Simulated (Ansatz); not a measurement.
Te$_{2}$Pt:
```
Te2Pt
1.0
    4.01982     0.00000     0.00000
   -2.00991     3.48127     0.00000
    0.00000     0.00000     5.09087
Te Pt
2 1
Cartesian
  2.00991   1.16042   3.75066
  0.00000   2.32084   1.34021
  0.00000   0.00000   0.00000
```

Relaxed with LDA. Special points in fractions of this cell's reciprocal vectors: Γ (0.000, 0.000, 0.000); M (0.500, 0.000, 0.000); K (0.333, 0.333, 0.000); A (0.000, 0.000, 0.500); L (0.500, 0.000, 0.500); H (0.333, 0.333, 0.500).

### Question
List the band energies nearest the Fermi level at these points for LDA (plane waves, PAW; program Ansatz).

### Answer
In eV from the Fermi level; about four levels below and three above (degenerate sets whole), none deeper than 8.9 eV; points with the same levels are listed once.

```csv
k,below,above
Γ,-3.82 -3.82 -2.70 -0.50 -0.50,0.89 0.89 1.64
M,-3.51 -3.45 -3.39 -2.92,0.12 2.71 3.96
K,-1.83 -1.83 -0.18 -0.18,2.60 6.54 7.53 7.53
A,-2.32 -1.38 -1.30 -1.30,2.31 2.31 4.19
L,-3.46 -3.27 -2.37 -0.71,0.32 1.41 4.36
H,-4.08 -4.08 -3.53 -2.73 -2.73,2.68 2.68 5.93
```

Space group P-3m1. Symmetry was held in the LDA relaxation. No spin polarisation was allowed. A crystal of weakly bound layers computed without a dispersion correction: the cell and the soft elastic constants depend strongly on that. Spin–orbit coupling is left out wherever it is not named.

Potentials: the earlier of the program's two PAW sets. The files were generated under PBE; for other functionals the program regenerates the frozen cores, and for LDA and PBEsol the local potential too.
